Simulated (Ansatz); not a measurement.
# Time and memory for Bi2Se3

```yaml
crystal:
  lattice:
    - [1.964960744, 1.1344706145, 9.1426638165]
    - [-1.964960744, 1.1344706145, 9.1426638165]
    - [0.0, -2.268941229, 9.1426638165]
  atoms:
    - { symbol: Bi, position: [0.601, 0.601, 0.601] }
    - { symbol: Bi, position: [0.399, 0.399, 0.399] }
    - { symbol: Se, position: [0.794, 0.794, 0.794] }
    - { symbol: Se, position: [0.206, 0.206, 0.206] }
    - { symbol: Se, position: [0.0, 0.0, 0.0] }
kpoints:
  mp_grid: { grid: [13, 13, 13] }
scf:
  occupations: { method: fermi_dirac, width: 0.02 }
hamiltonian:
  xc: pbe
  pseudopotentials: { kind: paw }
output:
  forces: true
  stress: true
  populations: true
  efg: { quadrupole_moments_barn: { Bi: -0.516 }, contact_densities: true }
```

```sh
ansatz run input.yaml --threads 1 --pin off --max-ram 3072MiB --backend cpu --events-out ev --progress --plain --runs-dir out
```

It runs on 1 thread of Intel Xeon 6975P-C (Granite Rapids) (x86_64; 16 cores open to the job, memory cap 3.0 GiB, no GPU), a shared host with a load of 0.5 a core.

(1) Estimate the wall time and the peak memory.

## Answers

(1) About 55 s of wall time (55 s of CPU time) and 1.1 GiB. The run holds 78 valence electrons in 47 bands, about 2431 plane waves a k-point and 231 irreducible k-points, and took 6 SCF iterations. Times on a shared host vary by tens of per cent.
